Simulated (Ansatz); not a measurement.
Relaxed-ion elastic tensor of RuW (L1₀ or tetragonal B2, P4/mmm) in GPa (Voigt order), PBEsol (plane waves, PAW; program Ansatz); density 16.26 g/cm³, 14.55 Å³ per atom.

```
 565   146   268   0.0   0.0   0.0
 146   565   268   0.0   0.0   0.0
 268   268   464   0.0   0.0   0.0
 0.0   0.0   0.0   170   0.0   0.0
 0.0   0.0   0.0   0.0   170   0.0
 0.0   0.0   0.0   0.0   0.0  83.3
```

**Question.** Is the crystal mechanically stable?

**Answer.** Yes: the smallest eigenvalue of C is 83.3 GPa.

**Question.** Work out the Voigt, Reuss and Hill averages.

**Answer.** K_V = 329, K_R = 329, K_H = 329; G_V = 145, G_R = 128, G_H = 137 GPa.

**Question.** Give Young's modulus, Poisson's ratio, Pugh's ratio and the universal anisotropy index.

**Answer.** E = 9KG/(3K + G) = 360 GPa; ν = 0.32; K/G = 2.41 (ductile by the Pugh limit of 1.75); A_U = 5G_V/G_R + K_V/K_R − 6 = 0.69.

**Question.** Estimate the sound speeds and the Debye temperature.

**Answer.** v_l = √((K + 4G/3)/ρ) = 5610 m/s, v_t = √(G/ρ) = 2900 m/s, mean 3250 m/s; Θ = (h/k)(3n/4πV)^(1/3) v_m = 396 K.

**Question.** Solve the Christoffel equation for the three sound speeds along x, y, z.

**Answer.** Eigenvalues of C_ijkl n_j n_l equal ρv². In km/s, slowest first: x 2.26, 3.23, 5.90; y 2.26, 3.23, 5.90; z 3.23, 3.23, 5.34.

**Question.** How much does each axis shrink under pressure?

**Answer.** Linear compressibilities β_i = Σ_j S_ij (j = 1 to 3): x 1.1, y 1.1, z 0.94 per TPa.

A made-up cell: these elements were put on the sites of a structure type; neither database checked (COD, Materials Project) lists it. Whether it is the stable phase at ambient conditions was not checked. Symmetry was held in the PBEsol relaxation; its stability against distortions is not shown here. No spin polarisation was allowed. As this level gives no gap, shear constants depend on the k-mesh and smearing (Fermi–Dirac, 0.1 eV here). On the denser mesh and wider smearing of the elastic run this cell carries a stress of 0.8 GPa. Scalar-relativistic: spin–orbit coupling is off unless named, which matters more the heavier the elements.

Potentials: the earlier of the program's two PAW sets. The files were generated under PBE; for other functionals the program regenerates the frozen cores, and for LDA and PBEsol the local potential too.
